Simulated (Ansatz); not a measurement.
A relaxed cell of Co3W2 is given with its symmetry left out. The cell was found from a structure generator's guess, not taken from experiment.

Theory: Ansatz, DFT PBE, scalar-relativistic, plane waves, PAW. Cutoff 420 eV, Γ-centred mesh, Gaussian smearing, collinear spin.

```
Co W
1.0
     2.69645    0.00000    0.00000
    -1.34822    2.33519    0.00000
     0.00000    0.00000   21.11698
Co W
6 4
Direct
  0.33333 0.66667 0.25000
  0.33333 0.66667 0.65886
  0.33333 0.66667 0.84114
  0.66667 0.33333 0.15886
  0.66667 0.33333 0.34114
  0.66667 0.33333 0.75000
  0.33333 0.66667 0.05939
  0.33333 0.66667 0.44061
  0.66667 0.33333 0.55939
  0.66667 0.33333 0.94061
```

Problem. Find its symmetry and describe it.

Solution. P6_3/mmc (No. 194), with Co and W ordered on hcp sites. Conventional cell: a = 2.696 Å, c = 21.117 Å. Co on a site of symmetry -6m2 has 6 Co at 2.48 Å and 6 Co at 2.70 Å; Co on a site of symmetry 3m is surrounded by 3 Co at 2.48 Å, 3 W at 2.61 Å and 6 Co at 2.70 Å; around W lie 3 Co at 2.61 Å, 6 W at 2.70 Å and 3 W at 2.95 Å.

Problem. Is it a metal?

Solution. Yes, bands cross the Fermi level on the 18×18×2 mesh.

Problem. Which magnetic moments does it keep?

Solution. 0.72 μB per atom net, the space between the atoms included; by site: Co 1.8 (×2), 1.1 (×4) μB.

The last run used collinear spin, an 18×18×2 mesh (in the run's order of axes) for its 10-atom cell and Gaussian smearing of 0.10 eV. These runs have no spin–orbit coupling, which can matter for W. Another magnetic order may lie lower. Symmetry constrained the relaxation, so the result can be a saddle point.
